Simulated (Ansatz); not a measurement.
Starting cell, Ag (fcc, Cu type):

```yaml
crystal:
  lattice:
    - [0.00000, 4.14857, 4.14857]
    - [2.07429, 2.07429, 4.14857]
    - [2.07429, 2.07429, 0.00000]
  atoms:
    - { symbol: Ag, position: [0.00000, 0.00000, 0.00000] }
    - { symbol: Ag, position: [0.50000, 0.00000, 0.00000] }
```

The atoms are displaced by Q × the pattern below (from a DFPT mode at X = (0.5, 0.5, 0.0), largest move 1; Q in Å), at fixed cell. (q is in reciprocal vectors of the primitive cell; the cell shown is doubled to hold the pattern.)

```
atom      x      y       z
----  -----  -----  ------
Ag1   0.000  0.000  -1.000
Ag2   0.000  0.000   1.000
```

Method: PBE (plane waves to 420 eV, PAW, scalar-relativistic; Ansatz, a program for electronic structure). k mesh 19×19×19 (Γ-centred), Fermi-Dirac smearing 0.05 eV. E stands for the smeared free energy. With partly filled bands, energies and forces of such displacements shift with the k mesh and the smearing. Ag was relaxed with its symmetry unable to fall. ΔE is measured from the undisplaced structure. The last digit holds for this mesh only.

```json
[
 {"Q (Å)": "-0.1000", "ΔE (meV/cell)": "97.4"},
 {"Q (Å)": "-0.0833", "ΔE (meV/cell)": "67.3"},
 {"Q (Å)": "-0.0667", "ΔE (meV/cell)": "withheld"},
 {"Q (Å)": "-0.0500", "ΔE (meV/cell)": "24.1"},
 {"Q (Å)": "-0.0333", "ΔE (meV/cell)": "10.7"},
 {"Q (Å)": "-0.0167", "ΔE (meV/cell)": "2.7"},
 {"Q (Å)": "0.0000", "ΔE (meV/cell)": "0.0"},
 {"Q (Å)": "0.0167", "ΔE (meV/cell)": "2.7"},
 {"Q (Å)": "0.0333", "ΔE (meV/cell)": "10.7"},
 {"Q (Å)": "0.0500", "ΔE (meV/cell)": "24.1"},
 {"Q (Å)": "0.0667", "ΔE (meV/cell)": "withheld"},
 {"Q (Å)": "0.0833", "ΔE (meV/cell)": "67.3"},
 {"Q (Å)": "0.1000", "ΔE (meV/cell)": "97.4"}
]
```

### Question
Fit an even polynomial form (powers 2, 4) to the given rows and predict ΔE at Q = -0.0667.

### Answer
Least squares on the 11 given rows: ΔE = (9611)·Q² + (12880)·Q⁴, in meV/cell with Q in Å; root-mean-square residual 0.01 meV/cell. At -0.0667 the fit gives 43.0 meV/cell; the calculation gives 42.9 meV/cell, so the interpolation is off by 0.1 (+0.2 %). The quadratic term alone would give 42.8 meV/cell.

(For displaced atoms, the force is minus the slope of the energy, and its curvature is a force constant, which sets phonon frequencies.)
